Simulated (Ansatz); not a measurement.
# How much do the gradients of ZnS depend on the method?

Cell: a Materials Project structure (computed, not necessarily an observed phase), atoms as given.

```cif
data_structure
_symmetry_space_group_name_H-M 'P 1'
_symmetry_Int_Tables_number 1
_cell_length_a 3.8072
_cell_length_b 3.8072
_cell_length_c 49.8281
_cell_angle_alpha 90.000
_cell_angle_beta 90.000
_cell_angle_gamma 120.000
_cell_volume 625.48
loop_
_atom_site_label
_atom_site_type_symbol
_atom_site_fract_x
_atom_site_fract_y
_atom_site_fract_z
_atom_site_occupancy
Zn1 Zn 0.33333 0.66667 0.50003 1
Zn2 Zn 0.33333 0.66667 0.87503 1
Zn3 Zn 0.66667 0.33333 0.18754 1
Zn4 Zn 0.00000 0.00000 0.43749 1
Zn5 Zn 0.33333 0.66667 0.12503 1
Zn6 Zn 0.66667 0.33333 0.00003 1
Zn7 Zn 0.66667 0.33333 0.62503 1
Zn8 Zn 0.00000 0.00000 0.25002 1
Zn9 Zn 0.00000 0.00000 0.93749 1
Zn10 Zn 0.66667 0.33333 0.81252 1
Zn11 Zn 0.33333 0.66667 0.68754 1
Zn12 Zn 0.00000 0.00000 0.75002 1
Zn13 Zn 0.66667 0.33333 0.37503 1
Zn14 Zn 0.00000 0.00000 0.56256 1
Zn15 Zn 0.33333 0.66667 0.31252 1
Zn16 Zn 0.00000 0.00000 0.06256 1
S17 S 0.66667 0.33333 0.04690 1
S18 S 0.00000 0.00000 0.10935 1
S19 S 0.33333 0.66667 0.35934 1
S20 S 0.66667 0.33333 0.42183 1
S21 S 0.66667 0.33333 0.67185 1
S22 S 0.33333 0.66667 0.54690 1
S23 S 0.66667 0.33333 0.85934 1
S24 S 0.00000 0.00000 0.48428 1
S25 S 0.00000 0.00000 0.98428 1
S26 S 0.00000 0.00000 0.79684 1
S27 S 0.33333 0.66667 0.73435 1
S28 S 0.00000 0.00000 0.29684 1
S29 S 0.33333 0.66667 0.92183 1
S30 S 0.00000 0.00000 0.60935 1
S31 S 0.33333 0.66667 0.17185 1
S32 S 0.66667 0.33333 0.23435 1
```

Atom numbers follow the list; atoms alike are taken as one site, whose name carries the number of the first.

First run. The numbers come from a DFT calculation in Ansatz (PBE, plane waves and PAW, scalar-relativistic, 420 eV cutoff, Γ-centred 8×8×1 k-points, Fermi–Dirac smearing 0.02 eV).

```csv
site,atom,V_zz (10²¹ V/m²),η
Zn1,1,-0.10,0.00
Zn14,14,0.037,0.00
S17,17,0.22,0.00
S18,18,0.074,0.00
S19,19,0.075,0.00
S20,20,0.060,0.00
S24,24,0.14,0.00
S27,27,0.067,0.00
```

Second run. The same atoms and settings, except that the functional is r2SCAN and the cutoff is 500 eV.

Q: Given the first result, estimate the second.

A: 

| site | atom | V_zz | η | change of V_zz |
| --- | --- | --- | --- | --- |
| Zn1 | 1 | -0.098 | 0.00 | +0.01 |
| Zn14 | 14 | 0.031 | 0.00 | -0.01 |
| S17 | 17 | 0.24 | 0.00 | +0.02 |
| S18 | 18 | 0.071 | 0.00 | 0.00 |
| S19 | 19 | 0.073 | 0.00 | 0.00 |
| S20 | 20 | 0.059 | 0.00 | 0.00 |
| S24 | 24 | 0.12 | 0.00 | -0.02 |
| S27 | 27 | 0.066 | 0.00 | 0.00 |

No V_zz moves by more than 0.02. Sites with |V_zz| of 0.02 or less aren't listed.

For the second run: With these PAW files V_zz is typically within 2 to 3 % of all-electron values, but misses above 10 % occur on Zn.
